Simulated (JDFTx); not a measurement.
Ni(100) slab cut from bulk Ni (space group Fm-3m, indices of the conventional cell, lattice of the Materials Project entry mp-23, not re-optimised): 5 atoms in 5 planes, a (1×1) cell of 6.04 Å² (|a| = 2.457, |b| = 2.457 Å), 6.9 Å between the outermost planes, cell height 26.0 Å, 10×10×1 k mesh, Fermi smearing 0.004 Ha, spin-polarised from a ferromagnetic start.

Adsorbate: C on both faces at 1.00 monolayer, started bridge and relaxed in vacuum, keeping the symmetry of the start.

Level of theory: PBE, GBRV ultrasoft potentials, plane waves to 20/100 Ha; code: JDFTx (a modified build). The adsorption energy per C is [E(slab + 2 C) − E(slab)]/2 − (E(CH4) − 2 E(H2)), with the gas molecules relaxed at the same level and slab energies taken as (E + F)/2, the usual estimate of zero smearing. In reaction energies these potentials put H₂ about 0.03 eV too high against large-basis PBE. These are electronic energies without vibrational corrections. Both faces are alike, and the cell allows no reconstruction beyond its size.

### Question
Predict the adsorption energy and the geometry, and the change of the work function.

### Answer
4.21 eV. C sits 1.31 Å above the highest substrate atom, bound to 2 Ni at 1.80 Å. The work function goes from 4.92 to 6.66 eV. In CANDLE, water, 1 M NaCl, at zero charge, the adsorption energy is 4.22 eV and the potential of zero charge moves from 0.17 to 2.04 V vs SHE (4.44 V convention).
